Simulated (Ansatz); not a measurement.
Li$_{6}$SI$_{2}$O:
```cif
data_I8Li24O4S4
_chemical_formula_sum 'Li24 I8 S4 O4'
_space_group_name_H-M_alt 'Fm-3m'
_space_group_IT_number 225
_space_group_name_Hall '-F 4 2 3'
_cell_length_a 8.82442
_cell_length_b 8.82442
_cell_length_c 8.82442
_cell_angle_alpha 90.000
_cell_angle_beta 90.000
_cell_angle_gamma 90.000
loop_
_atom_site_label
_atom_site_type_symbol
_atom_site_symmetry_multiplicity
_atom_site_Wyckoff_symbol
_atom_site_fract_x
_atom_site_fract_y
_atom_site_fract_z
_atom_site_occupancy
Li1 Li 24 e 0.00000 0.00000 0.27591 1
I1 I 8 c 0.25000 0.25000 0.25000 1
S1 S 4 a 0.00000 0.00000 0.00000 1
O1 O 4 b 0.50000 0.50000 0.50000 1
```
(The calculation used a cell of 10 atoms; values per cell refer to that cell.)

Relaxed with r²SCAN. Independent-particle spectrum: no excitons, no local fields, no scissors shift; 0.1 eV broadening; ε₁ of the summed bands alone.

Task: Tabulate the dielectric function from r²SCAN in the plane-wave PAW code Ansatz.

Result: 

| E (eV) | ε₁ xx | ε₂ xx |
|---|---|---|
| 0.0 | 4.20 | 0.00 |
| 0.5 | 4.22 | 0.00 |
| 1.0 | 4.26 | 0.00 |
| 1.5 | 4.35 | 0.00 |
| 2.0 | 4.48 | 0.00 |
| 2.5 | 4.67 | 0.00 |
| 3.0 | 4.94 | 0.00 |
| 3.5 | 5.34 | 0.00 |
| 4.0 | 6.01 | 0.00 |
| 4.5 | 7.11 | 0.54 |
| 5.0 | 8.65 | 1.47 |
| 5.5 | 9.02 | 4.49 |
| 6.0 | 7.09 | 9.41 |
| 6.5 | 5.26 | 8.68 |
| 7.0 | 0.43 | 7.43 |
| 7.5 | -0.11 | 5.71 |
| 8.0 | 0.12 | 5.62 |
| 8.5 | 0.47 | 5.07 |
| 9.0 | -0.35 | 5.54 |
| 9.5 | -1.78 | 4.34 |
| 10.0 | -1.86 | 3.89 |
| 10.5 | -2.71 | 2.73 |
| 11.0 | -1.32 | 1.76 |
| 11.5 | -1.30 | 1.35 |
| 12.0 | -1.05 | 1.48 |

Task: From ε at 5.2 eV (xx: 9.50 + 2.65i), find n, k, the normal reflectivity and the absorption coefficient.

Result: n = 3.11, k = 0.424, R = 27 %, α = 2kE/ħc = 220000 cm⁻¹.

With all bands, ε∞ without local fields is 4.27.

The start of the workflow was typed in or built on a structure type; neither database checked (COD, Materials Project) lists it. Its standing as an ambient phase is unchecked. The r²SCAN relaxation kept the symmetry of its start; its stability against distortions is not shown here. The volume moved by 21 % from the start of the relaxation. Scalar-relativistic: spin–orbit coupling is off unless named, which matters more the heavier the elements.

Potentials: the later of the program's two PAW sets.
